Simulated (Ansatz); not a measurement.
Se:
```yaml
crystal:
  lattice:
    - [4.35898, 0.00000, 0.00000]
    - [-2.17949, 3.77499, 0.00000]
    - [0.00000, 0.00000, 5.01541]
  atoms:
    - { symbol: Se, position: [0.22460, 0.00000, 0.83333] }
    - { symbol: Se, position: [0.00000, 0.22460, 0.16667] }
    - { symbol: Se, position: [0.77540, 0.77540, 0.50000] }
```

Relaxed with r²SCAN+D4.

Question: Give the optical modes at the zone centre with their infrared activity from DFPT, DFT-r²SCAN+D4 in the program Ansatz with PAW potentials.

Answer: Transverse frequencies, without the LO–TO term; a row sums one degenerate level.

```
ω (cm⁻¹)  degeneracy  IR ((D/Å)²/amu)     activity  symmetry
--------  ----------  ---------------  -----------  --------
104                1             0.51           IR        A2
142                2             1.17           IR         E
225                2             0.00  IR-inactive         E
237                1             0.00  IR-inactive        A1
```

Question: How high does the top mode go among those that the LO–TO term moves?

Answer: 148 cm⁻¹ for q along x, 148 cm⁻¹ for q along y, 108 cm⁻¹ for q along z.

Space group P3_121 (trigonal Se type). The r²SCAN+D4 relaxation kept the symmetry of its start; of distortions, only those at the zone centre were tested.

Potentials: the later of the program's two PAW sets.
